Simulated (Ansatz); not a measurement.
Values for one crystal, relaxed and computed with PBEsol (plane waves, PAW; program Ansatz); other levels are named.

| Item | Result |
|---|---|
| Volume per atom | 19.23 Å³ |
| Band gap | 2.15 eV (direct) |
| Pressure derivative B′ | 4.4 |
| Young's modulus | 89.3 GPa |
| Elastic constants (relaxed ions, GPa) | C11 = 126, C12 = 59.6, C13 = 46.2, C33 = 150, C44 = 28.6 |
| Electron effective mass | 0.16, 0.18, 0.18 mₑ (principal values) |
| HSE06 gap on the PBEsol cell | 3.53 eV |

Problem. Which compound is it?
(A) Bi2SO2, P-3m1 (Bi on 2d, S on 1b, O on 2d)
(B) Zn4Te3S, P-4m2 (Pearson symbol tP8)
(C) SnC, wurtzite
(D) ZnS, wurtzite

Solution. D, ZnS, wurtzite

Space group P6_3mc (wurtzite). The cell was relaxed with PBEsol under the symmetry of its start.

Potentials: the earlier of the program's two PAW sets. The files were generated under PBE; for other functionals the program regenerates the frozen cores, and for LDA and PBEsol the local potential too.
